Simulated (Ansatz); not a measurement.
Simulated powder pattern, Cu Kα, λ = 1.54184 Å (kinematic, ideal powder, no thermal factors, no anomalous dispersion; the 30 strongest lines at most, above 1 %, up to 2θ = 90°):

```tsv
2θ (°)	I/Imax (%)
8.50	20
17.05	18
25.49	15
25.70	2.6
27.83	8.3
29.15	100
34.33	8.3
38.57	40
40.87	8.5
43.50	7.5
44.63	33
45.77	8.0
48.11	8.5
52.21	2.6
52.81	2.9
53.75	4.2
54.19	18
60.43	11
62.11	2.6
64.09	15
65.45	5.0
65.84	2.7
71.57	7.0
72.74	15
75.04	4.2
78.16	11
79.66	2.6
82.24	5.9
82.69	2.7
83.06	3.0
```

The pattern belongs to a structure relaxed with plane-wave PAW PBE+D3(BJ) (Ansatz code).

Question: Which compound is it?
A) MoSe2, P6_3/mmc (Mo on 2c, Se on 4f)
B) Bi2KTe3, P-3m1 (Te on 2d, Bi on 2d, Te on 1a, K on 1b)
C) Bi2HSe3, R3m (Pearson symbol hR6)
D) C8H4FeN6Ni, Pmmm (Pearson symbol oP20)

Answer: C, Bi2HSe3, R3m (Pearson symbol hR6)

Question: Give the lattice parameters.

Answer: a = 4.061 Å, c = 31.203 Å.

The start of the workflow was typed in or built on a structure type; neither database checked (COD, Materials Project) lists it. Whether it is the stable phase at ambient conditions was not checked. The cell was relaxed with PBE+D3(BJ) under the symmetry of its start; whether a distortion lowers the energy is not shown. Scalar-relativistic: spin–orbit coupling is off unless named, which matters more the heavier the elements.

Potentials: the later of the program's two PAW sets.
